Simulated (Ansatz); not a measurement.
CsPbCl₃:
```
CsPbCl3
1.0
    4.00995     2.31515     3.27498
   -4.00995     2.31515     3.27498
    0.00000    -4.63029     3.27498
Cs Pb Cl
1 1 3
Cartesian
  0.00000   0.00000   4.91248
  0.00000   0.00000   0.00000
 -2.00472   3.47227   4.91248
 -2.00472  -3.47227   4.91248
  4.00943   0.00000   4.91248
```

The program Ansatz at the r²SCAN level (PAW) gives a gap of 2.45 eV without spin–orbit coupling, maximum at T, minimum at T.

What happens when spin–orbit coupling is switched on?

The gap falls by 1.28 eV, to 1.17 eV; maximum at T, minimum at T.

Give the electron effective mass with spin–orbit coupling.

0.19 mₑ (isotropic).

Give the hole effective mass with spin–orbit coupling.

0.18 mₑ (isotropic).

Space group Pm-3m (cubic perovskite). This is a known high-temperature phase of the composition, computed here at zero pressure and temperature. The cell was relaxed with r²SCAN under the symmetry of its start; whether a distortion lowers the energy is not shown.

Potentials: the later of the program's two PAW sets.
